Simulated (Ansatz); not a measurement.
BP:
```
CELL_PARAMETERS angstrom
      3.15843     0.00000     0.00000
     -1.57921     2.73528     0.00000
      0.00000     0.00000     5.24156
ATOMIC_POSITIONS crystal
  B  0.66667 0.33333 0.50048
  B  0.33333 0.66667 0.00048
  P  0.66667 0.33333 0.87452
  P  0.33333 0.66667 0.37452
```

Relaxed with LDA. Special points in fractions of this cell's reciprocal vectors: Γ (0.000, 0.000, 0.000); M (0.500, 0.000, 0.000); K (0.333, 0.333, 0.000); A (0.000, 0.000, 0.500); L (0.500, 0.000, 0.500); H (0.333, 0.333, 0.500).

Q: List the band energies nearest the valence-band maximum at these points for LDA in the plane-wave PAW code Ansatz.

A: In eV from the valence-band maximum; about four levels below and three above (degenerate sets whole), none deeper than 8.9 eV; points with the same levels are listed once.

| k | below | above |
|---|---|---|
| Γ | -2.16 -2.16 -0.46 0.00 0.00 | 2.73 2.73 3.20 |
| M | -6.58 -4.46 -4.40 -2.11 | 1.08 3.67 4.44 |
| K | -7.39 -7.39 -5.17 -5.17 -4.96 | 0.79 7.40 7.40 |
| A | -1.32 -1.32 -1.32 -1.32 | 3.77 3.77 4.15 4.15 4.15 4.15 |
| L | -3.53 -3.53 -3.40 -3.40 | 2.12 2.12 2.63 2.63 |
| H | -6.70 -6.70 -2.92 -2.92 | 3.17 3.17 4.74 4.74 |

Space group P6_3mc (wurtzite). The first step of the workflow began from a Materials Project structure, measured or hypothetical; the Crystallography Open Database copy checked does not list it. It is not the phase usual at ambient conditions (space group No. 216). The LDA relaxation kept the symmetry of its start; whether a distortion lowers the energy is not shown.

Potentials: the earlier of the program's two PAW sets. The files were generated under PBE; for other functionals the program regenerates the frozen cores, and for LDA and PBEsol the local potential too.
